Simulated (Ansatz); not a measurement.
CaB6 (Pm-3m), relaxed and computed with several functionals in Ansatz (plane waves, PAW).

```
functional  a (Å)  gap (eV)  B₀ by P(V) fit (GPa)
----------  -----  --------  --------------------
r²SCAN      4.137      none                   155
LDA         4.088      none                   160
HSE06       4.135      0.42                   156
PBEsol      4.126      none                   152
```

All cells were relaxed under the symmetry of their starts (and spin orders); stability against distortions was not tested throughout.

Potentials: the later of the program's two PAW sets.

Ansatz (a first-principles code) is a plane-wave DFT program.
